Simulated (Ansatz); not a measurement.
Sn: short molecular dynamics at 1500 K

Level of theory: Ansatz 0.2.0, DFT PBEsol, scalar-relativistic, plane waves, PAW. Cutoff 420 eV, shifted (0.5, 0.5, 0.5 steps) 2×2×2 k-points, Fermi–Dirac smearing of 0.13 eV. The mesh is coarse. No spin polarisation.

16 atoms, starting at 1.04 times the perfect crystal's volume (space group Fd-3m); Langevin thermostat at 1500 K (friction 0.02 fs⁻¹), fixed cell; 36 steps of 3 fs. The run is short and not equilibrated. The crystal has no gap, and so coarse a mesh can leave errors of tens of meV/atom and of a GPa or more.

First frame:

```xyz
16
Lattice="-6.6276 -6.6276 0.0000 0.0000 -6.6276 6.6276 -6.6276 0.0000 6.6276" Properties=species:S:1:pos:R:3 pbc="T T T"
Sn   -6.6429   -6.7563    3.4052
Sn   -3.1535   -3.3962    3.1124
Sn   -6.5397   -9.9537    6.5946
Sn   -3.3889   -6.7105    6.5385
Sn   -9.9932   -6.6344    6.8095
Sn   -6.5745   -3.3476    6.4450
Sn   -9.9475   -9.9231   10.0659
Sn   -6.7873   -6.5608    9.8548
Sn   -4.8850   -5.0582    4.7621
Sn   -8.2795   -8.2912    5.1278
Sn   -4.9472   -8.2501    8.2762
Sn   -8.3846  -11.5649    8.1523
Sn   -8.1404   -5.0877    8.0867
Sn  -11.7448   -8.3795    8.1718
Sn   -8.0964   -8.0942   11.7062
Sn  -11.5694  -11.5505   11.7099
```

```
Mean temperature over the second half                                                                                                                                                     : 1175 K
Mean pressure over the second half (kinetic part included)                                                                                                                                : -0.4 GPa
Mean potential energy above the perfect crystal (relaxed, at volume ratio 1; besides heat the difference comes from the volume, 4 % larger; the free energy holds the electrons' entropy) : 127 meV/atom
Mean-square drift of Sn from first to last step (mean shift of all atoms removed)                                                                                                         : 0.12 Å²
```

Pair distribution functions g(r), second half of the run, up to half the cell's height:

| r (Å) | Sn-Sn |
| --- | --- |
| 2.55 | 0.0 |
| 2.65 | 1.6 |
| 2.75 | 2.3 |
| 2.85 | 4.2 |
| 2.95 | 2.9 |
| 3.05 | 1.6 |
| 3.15 | 1.1 |
| 3.25 | 0.2 |
| 3.35 | 0.0 |
| 3.45 | 0.0 |
| 3.55 | 0.0 |
| 3.65 | 0.0 |
| 3.75 | 0.0 |

Along the run (potential energy from its first value; pressure with the kinetic part):

| t (fs) | T (K) | ΔE_pot (meV/atom) | P (GPa) |
| --- | --- | --- | --- |
| 0.0 | 1406 | 0.0 | -0.4 |
| 3.0 | 1471 | -5.3 | -0.4 |
| 6.0 | 1512 | -9.5 | -0.5 |
| 9.0 | 1286 | -13.0 | -0.6 |
| 12.0 | 1357 | -15.4 | -0.6 |
| 15.0 | 1602 | -16.7 | -0.5 |
| 18.0 | 1688 | -16.8 | -0.5 |
| 21.0 | 1739 | -15.8 | -0.4 |
| 24.0 | 1593 | -13.8 | -0.5 |
| 27.0 | 1523 | -11.0 | -0.5 |
| 30.0 | 1631 | -7.9 | -0.4 |
| 33.0 | 1540 | -5.6 | -0.4 |
| 36.0 | 1682 | -3.3 | -0.4 |
| 39.0 | 1582 | -1.1 | -0.4 |
| 42.0 | 1676 | 1.2 | -0.4 |
| 45.0 | 1891 | 4.6 | -0.3 |
| 48.0 | 1626 | 9.1 | -0.4 |
| 51.0 | 1337 | 13.8 | -0.5 |
| 54.0 | 1206 | 17.4 | -0.5 |
| 57.0 | 1203 | 20.2 | -0.5 |
| 60.0 | 1124 | 22.8 | -0.5 |
| 63.0 | 1353 | 24.8 | -0.4 |
| 66.0 | 1310 | 26.9 | -0.4 |
| 69.0 | 1380 | 30.4 | -0.4 |
| 72.0 | 1179 | 34.0 | -0.4 |
| 75.0 | 1187 | 37.9 | -0.4 |
| 78.0 | 1322 | 43.1 | -0.4 |
| 81.0 | 1152 | 47.3 | -0.4 |
| 84.0 | 949 | 50.2 | -0.5 |
| 87.0 | 888 | 53.1 | -0.5 |
| 90.0 | 844 | 56.0 | -0.5 |
| 93.0 | 882 | 59.4 | -0.5 |
| 96.0 | 893 | 63.3 | -0.5 |
| 99.0 | 1497 | 67.7 | -0.2 |
| 102.0 | 1300 | 72.6 | -0.3 |
| 105.0 | 1244 | 77.4 | -0.2 |
| 108.0 | 1405 | 81.7 | -0.1 |

Cost: 1 run of about 44 core-minutes (earlier runs that led there not counted), on AMD EPYC (Zen 3) (shared hosts).